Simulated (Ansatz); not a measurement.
Mo3Ir (A15 (Cr3Si type), Pm-3n) under volume change, r²SCAN (plane waves, PAW; program Ansatz), scaled uniformly.

| V (Å³/atom) | E − E(relaxed) (meV/atom) | P (GPa) |
|---|---|---|
| 13.945 | 135.9 | 34.35 |
| 14.404 | ? | ? |
| 14.864 | 13.5 | 9.65 |
| 15.324 | 0.0 | 0.00 |
| 15.784 | ? | ? |
| 16.243 | 46.0 | -15.20 |
| 16.703 | 98.3 | -21.12 |

Task: Complete the blanks.

Result: 
- 14.404, E − E(relaxed) (meV/atom): 57.0
- 14.404, P (GPa): 21.00
- 15.784, E − E(relaxed) (meV/atom): 12.1
- 15.784, P (GPa): -8.21

Task: What does a third-order Birch–Murnaghan fit give for V₀, B₀ and B′?

Result: V₀ = 15.32 Å³/atom, B₀ = 296 GPa, B′ = 4.4.

The first step of the workflow began from a Materials Project structure, measured or hypothetical; the Crystallography Open Database copy checked does not list it. Whether it is the stable phase at ambient conditions was not checked. The cell was relaxed with r²SCAN under the symmetry of its start; whether a distortion lowers the energy is not shown. The run is not spin-polarised. Scalar-relativistic: spin–orbit coupling is off unless named, which matters more the heavier the elements.

Potentials: the later of the program's two PAW sets.
